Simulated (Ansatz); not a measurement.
ZrTa:
```
ZrTa
1.0
    0.00000     2.82995     2.82995
    2.82995     0.00000     2.82995
    2.82995     2.82995     0.00000
Ta Zr
1 1
Direct
  0.00000   0.00000   0.00000
  0.50000   0.50000   0.50000
```

Relaxed with PBE. Special points in fractions of this cell's reciprocal vectors: Γ (0.000, 0.000, 0.000); X (0.500, 0.000, 0.500); U (0.625, 0.250, 0.625); K (0.375, 0.375, 0.750); L (0.500, 0.500, 0.500); W (0.500, 0.250, 0.750).

Q: List the band energies nearest the Fermi level at these points for the program Ansatz at the PBE with spin–orbit coupling level (PAW).

A: In eV from the Fermi level; about four levels below and three above (degenerate sets whole), none deeper than 8.9 eV; points with the same levels are listed once.

| k | below | above |
|---|---|---|
| Γ | -1.79 -1.79 -1.79 -1.79 -1.67 -1.67 | 5.81 5.81 5.81 5.81 |
| X | -1.12 -1.12 -0.69 -0.69 | 0.27 0.27 2.21 2.21 |
| U | -0.89 -0.89 -0.35 -0.35 | 1.52 1.52 3.02 3.02 |
| L | -2.55 -2.55 -2.15 -2.15 | 0.24 0.24 0.56 0.56 |
| W | -1.91 -1.91 -1.19 -1.19 | 0.77 0.77 1.18 1.18 |

Space group Fm-3m (rock salt). The start of the workflow was typed in or built on a structure type; neither database checked (COD, Materials Project) lists it. Whether it is the stable phase at ambient conditions was not checked. The PBE relaxation kept the symmetry of its start; whether a distortion lowers the energy is not shown. The run is not spin-polarised. Its formation energy is positive at this level, so the cell may be metastable or incomplete.

Potentials: the later of the program's two PAW sets.
